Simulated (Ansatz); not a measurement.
Recipe of this trial structure of Na3Ga2F9: ordered vacancies on the cation sites of perovskite (P4/mmm, No. 123) (occupants of the shared sites, in ratio, Ga: 2, vacant: 1). The dimensions are guesses.

```cif
data_structure
_symmetry_space_group_name_H-M 'P 1'
_symmetry_Int_Tables_number 1
_cell_length_a 3.8112
_cell_length_b 3.8112
_cell_length_c 11.4336
_cell_angle_alpha 90.000
_cell_angle_beta 90.000
_cell_angle_gamma 90.000
_cell_volume 166.08
loop_
_atom_site_label
_atom_site_type_symbol
_atom_site_fract_x
_atom_site_fract_y
_atom_site_fract_z
_atom_site_occupancy
Na1 Na 0.50000 0.50000 0.00000 1
Na2 Na 0.50000 0.50000 0.33333 1
Na3 Na 0.50000 0.50000 0.66667 1
Ga1 Ga 0.00000 0.00000 0.83333 1
Ga2 Ga 0.00000 0.00000 0.16667 1
F1 F 0.50000 0.00000 0.83333 1
F2 F 0.50000 0.00000 0.16667 1
F3 F 0.50000 0.00000 0.50000 1
F4 F 0.00000 0.50000 0.83333 1
F5 F 0.00000 0.50000 0.16667 1
F6 F 0.00000 0.50000 0.50000 1
F7 F 0.00000 0.00000 0.00000 1
F8 F 0.00000 0.00000 0.33333 1
F9 F 0.00000 0.00000 0.66667 1
```

Theory: DFT PBE, scalar-relativistic, plane waves, PAW (Ansatz). Cutoff 420 eV, Gaussian smearing, Γ-centred meshes. Cell and atoms relax first on a coarse mesh and then on a finer one. In between, the cell is made exact in the group found at 0.06 Å. In metals the finer mesh still leaves noise of several meV/atom or more. The steps can't lower the symmetry of their start. Collinear spin is switched on along the way, since trial moments persisted in a coarse test.

A guess keeps its type if space group and coordination stay and the shape of the cell changes little (axis ratios within about 15 %, angles within 6°); the volume may change.

**Question.** Does it keep its structure type, or change into something else?

**Answer.** It doesn't keep its type. The symmetry stays P4/mmm (No. 123). The volume per atom grows by 36.2 %, from 11.9 to 16.2 Å³. The shortest distance goes from 1.91 Å (Ga–F) to 1.77 Å (Ga–F). The ratio c/a of the conventional cell changes by a factor of 1.25. Counting neighbours within 15 % of an atom's shortest distance, the start has F 1/2/12, Ga 6, Na 12 and the end F 1/2/4, Ga 5, Na 5/12. In detail, at the end Na on a site of symmetry 4/mmm has 8 F at 2.61 Å and 4 F at 2.77 Å; around Ga lie 1 F at 1.77 Å and 5 F at 1.99–2.08 Å; F on a site of symmetry 2mm has 2 Ga at 1.99 Å, 2 F at 2.61 Å and 2 Na at 2.61 Å; 4 more sites not described.

```
Na Ga F
1.0
     3.91925    0.00000    0.00000
     0.00000    3.91925    0.00000
     0.00000    0.00000   14.72442
Na Ga F
3 2 9
Direct
  0.50000 0.50000 0.00000
  0.50000 0.50000 0.41812
  0.50000 0.50000 0.58188
  0.00000 0.00000 0.85883
  0.00000 0.00000 0.14117
  0.50000 0.00000 0.88286
  0.50000 0.00000 0.11714
  0.00000 0.50000 0.88286
  0.00000 0.50000 0.11714
  0.00000 0.00000 0.00000
  0.00000 0.00000 0.26154
  0.00000 0.00000 0.73846
  0.50000 0.00000 0.50000
  0.00000 0.50000 0.50000
```

The last run used collinear spin, a 10×10×4 mesh (in the run's order of axes) for its 14-atom cell and Gaussian smearing of 0.10 eV. No dispersion correction is applied, so the spacing and binding between layers, chains or molecules are poorly described. Another magnetic order may lie lower. Symmetry constrained the relaxation, so the result can be a saddle point.

In counts of neighbours, a slash parts the counts of unlike sites.
